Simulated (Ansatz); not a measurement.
FeO, single point

System: FeO, an experimental structure (space group R-3m); the cell holds 2 atoms. Source: COD entry 9009770; the sample's temperature and pressure aren't taken into account, and it need not be the stable phase.

Theory: Ansatz development build ahead of 0.2.0, DFT, PBE+U, PAW, plane waves, scalar-relativistic.

Input file:

```yaml
crystal:
  lattice:
    - [1.51768138, 0.87623375, 2.51579336]
    - [-1.51768138, 0.87623375, 2.51579336]
    - [0.0, -1.7524675, 2.51579336]
  atoms:
    - { symbol: Fe, position: [0.0, 0.0, 0.0], spin: 4.0 }
    - { symbol: O, position: [0.5, 0.5, 0.5] }
magnetization:
  spin_polarized: true
hamiltonian:
  xc: pbe
  pseudopotentials: { kind: paw }
  hubbard: { sites: [{ species: Fe, l: d, u_eff: 6.2 }] }
basis:
  ecutwfc: 420
kpoints:
  mp_grid: { grid: [9, 9, 9] }
scf:
  occupations: { method: fermi_dirac, width: 0.001 }
  lower_state_search: "off"
  algorithm: density_mixing
  max_iter: 70
  mixing: {}
output:
  forces: true
  stress: true
```

Launched as:
```sh
ansatz run input.yaml --threads 2 --pin off --max-ram 5120MiB --backend cpu --events-out ev --progress --plain --runs-dir out
```

Program output, abridged:

```
Fe: projections on atomic orbitals take those of the free atom [Ne] 3s2 3p6 3d6 4s2, of charge +0.00 (hamiltonian.pseudopotentials.projection_atoms); the dataset's partial waves leave at most 1.1e-6 of an orbital's norm unspanned inside its sphere
O: projections on atomic orbitals take those of the free atom [He] 2s2 2p4, of charge +0.00 (hamiltonian.pseudopotentials.projection_atoms); the dataset's partial waves leave at most 1.9e-8 of an orbital's norm unspanned inside its sphere
Pseudopotentials: kind: paw
Pseudopotential: Fe, paw, valence charge 16, recommended cutoff 420 eV (normal), Fe.paw.azcp
Pseudopotential: O, paw, valence charge 6, recommended cutoff 420 eV (normal), O.paw.azcp
Functional definition: PBE
Crystal: 2 atoms, lattice volume = 20.074 Å³
Basis set: ecut = 420 eV, 399 PW (Γ), exchange–correlation on 48×48×48 points (8 copies of the dense FFT grid, shifted against one another)
Bands: 17, of which v1, the nominal top of the filled ones, is band 11 counted from 1 (10 counted from 0)
Symmetry: 12 space group operations
Space group: R-3m (ITA 166), of the structure as read, at distance tolerance 2.7e-5 Å
Magnetic group: BNS 166.97 (UNI 1327), of the structure as read, at distance tolerance 2.7e-5 Å
k-points: 85 of 729
Non-local potential: Fe, projectors of the file, l = 0: 3, l = 1: 2, l = 2: 3, l = 3: 1
Non-local potential: O, projectors of the file, l = 0: 2, l = 1: 2, l = 2: 1
Initial density: superposition of atomic densities (chi_scale 0.1, normalization cell, long waves kept (reshape's long-wave potential 0.00 eV rms))
Starting moments: Σ|m| = 4 μB on 1 of 2 sites
Initial wavefunctions: pseudopotential atomic-orbital guess
Functional: x = pbe(κ = 0.804, μ = 0.2195149727645171), c = pbe(β = 0.06672455060314922)
SCF iter   1: F=—  HF=-5044.562694 eV  |F-HF|=—  |Δ(HF+E_count)|=         —  Δρ=7.89e-2 (↑7.89e-2 ↓7.18e-2)  dr2=2.86e0  dr2_m=1.90e-1  M=4.000 μB ∫|m|=4.000 μB  β_m=0.30  ethr=3.10e-3  ⟨swp⟩=4.7  Hψ=12246  notcnv=0
preconditioner: auto → none  [insulator: Δε(μ)=0.016 eV  Ē_g=14.889 eV  σ=0.001 eV  W_gap=0.52  n_scr=8 (ndim 8)  ℏωp=31.0 eV  f_vac=0.000  D(μ)=7.92/eV (n_scr^D=180)  ε∞_Penn≈5.3]
SCF iter   2: F=—  HF=-5044.076537 eV  |F-HF|=—  |Δ(HF+E_count)|=   4.86e-1  Δρ=3.64e-2 (↑3.03e-2 ↓3.64e-2)  dr2=3.19e-1  dr2_m=1.01e-1  M=4.041 μB ∫|m|=4.044 μB  β_m=0.30  ethr=3.10e-3  ⟨swp⟩=3.0  Hψ=7191  notcnv=0  defer=253
Mixer restart at iter 2: flushing history
spin-set hold released at iteration 2 (the charge has settled, or the pull on large starting moments outlasts its swing): the magnetisation degrees of freedom join the quasi-Newton model from the next iteration; the mixer history was flushed
SCF iter   3: F=—  HF=-5044.134936 eV  |F-HF|=—  |Δ(HF+E_count)|=   5.84e-2  Δρ=2.30e-2 (↑1.79e-2 ↓2.30e-2)  dr2=3.97e-2  dr2_m=5.04e-2  M=4.025 μB ∫|m|=4.029 μB  β_m=0.39  ethr=1.45e-3  ⟨swp⟩=2.1  Hψ=4930  notcnv=0  defer=257
SCF iter   4: F=—  HF=-5044.225409 eV  |F-HF|=—  |Δ(HF+E_count)|=   9.05e-2  Δρ=1.58e-2 (↑9.58e-3 ↓1.58e-2)  dr2=2.34e-2  dr2_m=1.87e-2  M=4.023 μB ∫|m|=4.031 μB  β_m=0.53  ethr=1.81e-4  ⟨swp⟩=2.6  Hψ=4852  notcnv=0  defer=245
SCF iter   5: F=—  HF=-5044.293345 eV  |F-HF|=—  |Δ(HF+E_count)|=   6.79e-2  Δρ=9.88e-3 (↑2.12e-3 ↓9.88e-3)  dr2=5.33e-3  dr2_m=4.68e-3  M=4.003 μB ∫|m|=4.019 μB  β_m=0.76  ethr=1.06e-4  ⟨swp⟩=2.4  Hψ=5297  notcnv=0  defer=246
SCF iter   6: F=—  HF=-5044.334584 eV  |F-HF|=—  |Δ(HF+E_count)|=   4.12e-2  Δρ=1.70e-2 (↑9.27e-4 ↓1.70e-2)  dr2=1.26e-2  dr2_m=1.38e-2  M=4.003 μB ∫|m|=4.019 μB  β_m=0.76  ethr=2.42e-5  ⟨swp⟩=2.9  Hψ=5748  notcnv=0  defer=200  recentre
SCF iter   7: F=—  HF=-5044.281814 eV  |F-HF|=—  |Δ(HF+E_count)|=   5.28e-2  Δρ=1.71e-3 (↑7.21e-4 ↓1.71e-3)  dr2=1.52e-4  dr2_m=2.37e-4  M=4.003 μB ∫|m|=4.022 μB  β_m=0.88  ethr=2.42e-5  ⟨swp⟩=2.8  Hψ=5291  notcnv=0  defer=200
SCF iter   8: F=—  HF=-5044.281784 eV  |F-HF|=—  |Δ(HF+E_count)|=   2.97e-5  Δρ=4.67e-4 (↑1.51e-4 ↓4.67e-4)  dr2=2.05e-5  dr2_m=1.31e-5  M=4.003 μB ∫|m|=4.023 μB  β_m=0.94  ethr=6.90e-7  ⟨swp⟩=2.8  Hψ=5242  notcnv=0  defer=199
SCF iter   9: F=—  HF=-5044.281783 eV  |F-HF|=—  |Δ(HF+E_count)|=   1.06e-6  Δρ=9.36e-5 (↑2.29e-5 ↓9.36e-5)  dr2=6.72e-7  dr2_m=5.06e-7  M=4.003 μB ∫|m|=4.023 μB  β_m=0.97  ethr=9.31e-8  ⟨swp⟩=2.5  Hψ=4784  notcnv=0  defer=199
SCF iter  10: F=—  HF=-5044.281782 eV  |F-HF|=—  |Δ(HF+E_count)|=   2.63e-7  Δρ=5.28e-5 (↑1.96e-6 ↓5.28e-5)  dr2=1.46e-7  dr2_m=1.31e-7  M=4.003 μB ∫|m|=4.023 μB  β_m=0.98  ethr=4.55e-10  ⟨swp⟩=4.0  Hψ=9108  notcnv=0
SCF iter  11: F=-5044.281782 eV  HF=-5044.281782 eV  |F-HF|=4.95e-9  |Δ(HF+E_count)|=   9.19e-8  Δρ=9.64e-6 (↑9.64e-6 ↓9.47e-6)  dr2=3.08e-8  dr2_m=3.98e-9  M=4.003 μB ∫|m|=4.023 μB  ethr=4.55e-10  ⟨swp⟩=3.3  Hψ=7406  notcnv=0
the last iteration of the SCF fills more bands at one k-point than at another: 13 at σ=↑ k=1 and 14 at σ=↑ k=0; 8 at σ=↓ k=3 and 11 at σ=↓ k=0 (a band counts as filled where it holds over half of its capacity, the bands of one level by their mean; [...]
The SCF converged. Along the directions that its mixing steps explored, a Ritz value of the dielectric operator 1 − χ₀K read negative at each of the last 4 readings (its real part and the size of its imaginary part sum to between -1.9 and -1.8).
SCF 1 converged in 11 iterations: F = -5044.281782 eV  dr2 = 3.08e-8
  greatest PAW one-centre occupation: 1.004 electrons in one spin orbital (limit 2), on the Fe atom at site 0 (counted from 0), in its partial waves of l = 1
No search for a lower state was made along the close's negative reading: the deck asks for none (scf.lower_state_search: off) (following: asked_to_warn; scf.lower_state_search in the input reference).
SCF converged after 11 iterations
Magnetization: 4.0027 μB (13.0014 up, 8.9986 down)
Absolute magnetization: 4.0234 μB (∫|ρ↑−ρ↓|)
Spin contamination: 0.0153 ħ² per cell (⟨S²⟩ above its minimum at these occupations)
Per-site moments (μB) at R_I (Å): [(3.5686, 0.8898), (0.2067, 0.8898)]
Free energy (F): -5044.281782 eV
Harris-Foulkes:  -5044.281782 eV  (|F-HF|=4.95e-9)
Internal energy: -5044.281770 eV  (E = F + TS)
E sigma→0 (E₀):  -5044.281776 eV
Entropy (-TS):   -0.000012 eV (-0.006 meV/atom)
Fermi energy:    15.116702 eV
--- Per-component energies (eV) ---
  E_band       = -285.395829
  E_kinetic    = 514.100663
  E_local      = -2596.727831  (includes V_loc(G=0)·N_el)
  E_nonlocal   = 279.214941
  E_hartree    = 1056.859701
  E_xc         = -187.990191
  E_vxc        = -241.068761  (∫ρ·V_xc dr)
  E_hubbard    = 2.695999  (on-site DFT+U / exact-exchange correction)
  E_vhub       = -14.002748  (the Hubbard potential's part of the band-sum identity)
  E_paw        = -1528.984066  (= ΣΔE_a)
  E_vpaw       = -340.628307  (= ΣTr[D̂ρ^β])
  E_aug_tail   = 0.003343  (compensation charges beyond the density's cutoff)
  E_ewald      = -2583.454328
  E_smearing   = -0.000012  (= −TS)
  E_closure    = 0.000000  (closes the sum)
  Σ components = -5044.281782   (vs F -5044.281782, Δ=0.00e0)
--- Forces (eV/Å), atoms counted from 1 ---
  atom   1  Fe    -0.00000000     0.00000000     0.00000000
  atom   2  O      0.00000000     0.00000000     0.00000000
  max |Σ_I F_I| component: 1.31e-29 eV/Å
--- Stress (GPa, compression-positive) ---
        4.638550       0.000000      -0.000000
        0.000000       4.638550       0.000000
       -0.000000       0.000000       3.712182
  P = ⅓ Tr σ = 4.3298 GPa (43.298 kbar)
```

A static U favours moments and orbital order; the result depends on U and need not be the measured state. With one magnetic atom in the cell its copies can only be parallel; orders in a larger cell may lie lower. Only one magnetic start was run, with no search, so the state need not be the lowest.

The run took 1.9 s on 2 threads of Intel(R) Xeon(R) 6975P-C (Granite Rapids), on a shared host, peak memory 0.39 GiB.
